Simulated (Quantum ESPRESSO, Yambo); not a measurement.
**MgO at +2 % isotropic strain: DFT and GW levels**

```cif
data_Mg4O4
_chemical_formula_sum 'O4 Mg4'
_space_group_name_H-M_alt 'Fm-3m'
_space_group_IT_number 225
_space_group_name_Hall '-F 4 2 3'
_cell_length_a 4.29710
_cell_length_b 4.29710
_cell_length_c 4.29710
_cell_angle_alpha 90.000
_cell_angle_beta 90.000
_cell_angle_gamma 90.000
loop_
_atom_site_label
_atom_site_type_symbol
_atom_site_symmetry_multiplicity
_atom_site_Wyckoff_symbol
_atom_site_fract_x
_atom_site_fract_y
_atom_site_fract_z
_atom_site_occupancy
O1 O 4 b 0.50000 0.50000 0.50000 1
Mg1 Mg 4 a 0.00000 0.00000 0.00000 1
```
(The calculation used a cell of 2 atoms; values per cell refer to that cell.)

The PBEsol cell relaxed from Materials Project entry mp-1265 was given an isotropic strain of +2 % on all lattice vectors, and the atoms were relaxed again.

Starting point: PBEsol (Quantum ESPRESSO, PseudoDojo norm-conserving, 84 Ry, scalar-relativistic). G0W0 in Yambo: 6×6×6 Γ-centred k mesh, bands 2 to 72 and a 14 Ry block in the screening, 72 bands in G with the Bruneval-Gonze terminator, plasmon pole fitted at 27.2 eV.

```
Quantity                                            Result
-------------------------------------------------  -------
PBEsol gap along the band path                     4.10 eV
PBEsol gap between the mesh's edge points (Γ → Γ)  4.10 eV
G0W0 gap between the same points                   6.50 eV
```

| k point | band | E PBEsol (eV) | E QP (eV) | shift (eV) | Z |
|---|---|---|---|---|---|
| Γ | VB | 0.00 | -1.44 | -1.44 | 0.80 |
| Γ | CB | 4.10 | 5.07 | 0.96 | 0.85 |
| L | VB | -0.59 | -2.11 | -1.53 | 0.79 |
| L | CB | 7.40 | 8.57 | 1.17 | 0.85 |
| X | VB | -1.27 | -2.87 | -1.60 | 0.79 |
| X | CB | 8.94 | 9.99 | 1.04 | 0.86 |

Energies count from the PBEsol valence-band maximum.

Convergence of the G0W0 settings was not tested.
